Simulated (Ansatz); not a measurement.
CuIr2S4: reading a single point

```
CELL_PARAMETERS angstrom
0.00000 4.94774 4.94774
4.94774 0.00000 4.94774
4.94774 4.94774 0.00000
ATOMIC_POSITIONS crystal
Cu 0.00000 0.00000 0.00000
Cu 0.25000 0.25000 0.25000
Ir 0.62500 0.62500 0.62500
Ir 0.12500 0.62500 0.62500
Ir 0.62500 0.62500 0.12500
Ir 0.62500 0.12500 0.62500
S 0.38500 0.38500 0.38500
S 0.40500 0.86500 0.86500
S 0.38500 0.38500 0.84500
S 0.86500 0.40500 0.86500
S 0.84500 0.38500 0.38500
S 0.86500 0.86500 0.86500
S 0.38500 0.84500 0.38500
S 0.86500 0.86500 0.40500
```

Level: r2SCAN, no spin polarisation; 500 eV; 6×6×6 Γ-centred mesh; fermi-dirac occupations (width 0.1496 eV); Ansatz 0.2.0, fixed geometry.

Q: Which element gives electrons and which takes them?

A: Bader charges in e: Cu +0.59, Ir +0.64, S -0.47. In the mean Ir gives up most and S takes most.

Q: Is the cell too large or too small?

A: The pressure is -1.5 GPa (compression positive), so with the atoms held at these fractions the cell would first shrink.

Q: Describe some of the short contacts.

A: Cu–S at 2.31 Å: least valence density 0.49 e/Å³ and ELF 0.23 there. Ir–S at 2.38 Å: least valence density 0.66 e/Å³ and ELF 0.44 there. These are pseudo-fields; inside the PAW spheres they differ from the all-electron ones.

Q: Metal or insulator?

A: It is a metal, with about 8.1 states/eV a cell as the mean within 0.25 eV of the Fermi level, mostly S p (47 %), Ir d (37 %) and Cu d (13 %).

Origin: a database entry at a rescaled volume. Caveats: many states at the Fermi level without spin polarisation, so a magnetic state may lie lower.
